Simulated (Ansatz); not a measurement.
InAg$_{3}$ (Cu3Au type, Pm-3m), a = b = c = 4.0852 Å, α = β = γ = 90.00°.

Relaxed with LDA.

**Question.** Which orbitals make up the states near the Fermi level in the program Ansatz at the LDA level (PAW)?

**Answer.** Within 0.5 eV of the Fermi level: In 5p 47 %, Ag 5s 18 %, Ag 4d 16 %, In 5s 9 %, outside the projected shells 10 %. Projections are on Löwdin-orthogonalised atomic valence shells; empty p or d shells of many metals are not among them.

**Question.** Tabulate the density of states.

**Answer.** States/eV per cell of 4 atoms, in 0.25 eV bins, energy from the Fermi level.

```csv
E (eV),total,Ag 4d,In 5p,Ag 5s
-7.85,2.57,0.91,0.13,0.41
-7.60,1.54,0.58,0.06,0.17
-7.35,0.31,0.12,0.01,0.02
-7.10,0.01,0.01,0.00,0.00
-6.85,0.80,0.52,0.12,0.14
-6.60,4.50,3.13,0.57,0.64
-6.35,4.31,3.40,0.38,0.45
-6.10,13.23,11.52,0.84,0.75
-5.85,11.70,10.84,0.46,0.30
-5.60,8.21,7.60,0.40,0.13
-5.35,9.91,9.27,0.37,0.17
-5.10,9.93,9.18,0.46,0.17
-4.85,7.47,6.97,0.29,0.13
-4.60,10.23,9.86,0.17,0.12
-4.35,15.86,15.39,0.17,0.20
-4.10,8.56,8.24,0.13,0.12
-3.85,6.42,6.00,0.14,0.17
-3.60,5.76,5.28,0.14,0.16
-3.35,4.40,3.85,0.16,0.17
-3.10,1.30,0.69,0.19,0.20
-2.85,1.30,0.53,0.19,0.34
-2.60,1.20,0.43,0.19,0.33
-2.35,1.04,0.32,0.27,0.22
-2.10,0.81,0.22,0.26,0.14
-1.85,0.63,0.16,0.23,0.09
-1.60,0.90,0.28,0.37,0.11
-1.35,1.17,0.36,0.47,0.19
-1.10,1.34,0.33,0.53,0.24
-0.85,1.25,0.29,0.53,0.24
-0.60,1.23,0.25,0.54,0.23
-0.35,1.24,0.22,0.58,0.22
-0.10,1.18,0.18,0.56,0.21
0.15,1.12,0.16,0.53,0.20
0.40,1.09,0.15,0.51,0.19
0.65,1.08,0.14,0.50,0.18
0.90,1.06,0.13,0.47,0.18
1.15,1.04,0.12,0.45,0.18
1.40,1.05,0.12,0.44,0.20
1.65,1.04,0.11,0.43,0.21
1.90,1.02,0.10,0.41,0.23
2.15,1.03,0.09,0.38,0.28
2.40,1.14,0.10,0.34,0.43
2.65,1.12,0.09,0.31,0.46
2.90,1.26,0.09,0.36,0.49
3.15,1.20,0.08,0.33,0.47
3.40,1.17,0.07,0.29,0.46
3.65,1.22,0.06,0.26,0.48
3.90,1.43,0.06,0.23,0.58
4.15,1.37,0.05,0.21,0.55
4.40,1.22,0.04,0.20,0.45
4.65,1.22,0.04,0.21,0.40
```

The first step of the workflow began from a Materials Project structure, measured or hypothetical; the Crystallography Open Database files this formula in space group No. 221, but the cells were not matched. Whether it is the stable phase at ambient conditions was not checked. The LDA relaxation kept the symmetry of its start; of distortions, only those at the zone centre were tested. The run is not spin-polarised. Scalar-relativistic: spin–orbit coupling is off unless named, which matters more the heavier the elements.

Potentials: the later of the program's two PAW sets.
